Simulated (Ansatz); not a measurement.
## SrCd: trigonal deformation path

Level of theory: DFT r2SCAN, scalar-relativistic, plane waves, PAW in Ansatz. Settings: plane waves to 500 eV, k-mesh 14×14×14 (Γ-centred), Gaussian smearing 0.15 eV. No spin polarisation. Energies are free energies at this smearing, counted from the undisturbed cell; pressure is positive in compression.

The starting cell (as given, not relaxed at this level; it stands at 0.8 GPa, and it needn't be the usual structure):

```
Sr Cd
1.0
     4.00300    0.00000    0.00000
     0.00000    4.00300    0.00000
     0.00000    0.00000    4.00300
Sr Cd
1 1
Direct
  0.50000 0.50000 0.50000
  0.00000 0.00000 0.00000
```

At fixed volume and fractional coordinates, lengths along (0.577, 0.577, 0.577) are scaled against those across it; ρ is that ratio over its starting value. The cell is metallic on the mesh throughout. At ρ = 2.000 the cell becomes cubic (Fm-3m), and there the slope of the energy vanishes by symmetry.

```tsv
ρ	ΔE (meV/atom)
0.500	3571.8
0.600	1457.3
0.710	526.4
0.850	96.9
1.000	0.0
1.410	218.1
2.000	306.9
```

Question: Predict the pressure (GPa) at each point.

Answer:
```tsv
ρ	pressure (GPa)
0.500	33.6
0.600	13.6
0.710	5.4
0.850	1.7
1.000	0.8
1.410	3.8
2.000	6.3
```